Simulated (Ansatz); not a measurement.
In DFT-PBEsol in the program Ansatz with PAW potentials, Ga in the α-Ga structure (Cmce) relaxes to a = 4.479 Å, b = 7.596 Å, c = 4.486 Å.

Electronic character: metallic (no gap).

Symmetry was held in the PBEsol relaxation. Axis ratios of metals converge slowly with the k-mesh, so a and c are less sure than the volume. Spin–orbit coupling is left out wherever it is not named.

Potentials: the later of the program's two PAW sets.
